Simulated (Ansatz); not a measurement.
Relaxed MgS (rock salt):

```
CELL_PARAMETERS angstrom
      0.00000     5.20309     5.20309
      2.60155     0.00000     2.60155
      2.60155     2.60155     0.00000
ATOMIC_POSITIONS crystal
  S  0.00000 0.00000 0.00000
  S  0.50000 0.00000 0.00000
  Mg 0.25000 0.50000 0.50000
  Mg 0.75000 0.50000 0.50000
```

A phonon eigenvector at L = (0.5, 0.0, 0.0) is frozen into this cell: atom i moves by Q times the vector below, so Q is the largest atomic displacement, in Å. The cell is held. (q is in reciprocal vectors of the primitive cell; the cell shown is doubled to hold the pattern.)

```
atom       x       y       z
----  ------  ------  ------
Mg3   -0.577   0.577   0.577
Mg4    0.577  -0.577  -0.577
```

Atoms not listed stay in place.

Computed with r2SCAN (plane waves to 500 eV, PAW, scalar-relativistic; Ansatz, an electronic-structure program). k mesh 11×11×11 (Γ-centred), Fermi-Dirac smearing 0.05 eV. E stands for the smeared free energy. MgS was relaxed with its symmetry unable to fall. ΔE is measured from the undisplaced structure.

```
Q (Å)   ΔE (eV/cell)
------  ------------
-0.100        0.1206
-0.067        0.0537
-0.033        0.0134
0.000         0.0000
0.033         0.0134
0.067         0.0537
0.100         0.1206
```

### Question
Which DFPT wavenumber at L = (0.5, 0.0, 0.0) belongs to this mode?
A. 368 cm⁻¹
B. 305 cm⁻¹
C. 182 cm⁻¹

### Answer
A, 368 cm⁻¹. The curvature of the scan gives 368 cm⁻¹

(A displaced cell: forces are minus the slopes of the energy, force constants its curvatures, and phonons follow from these.)
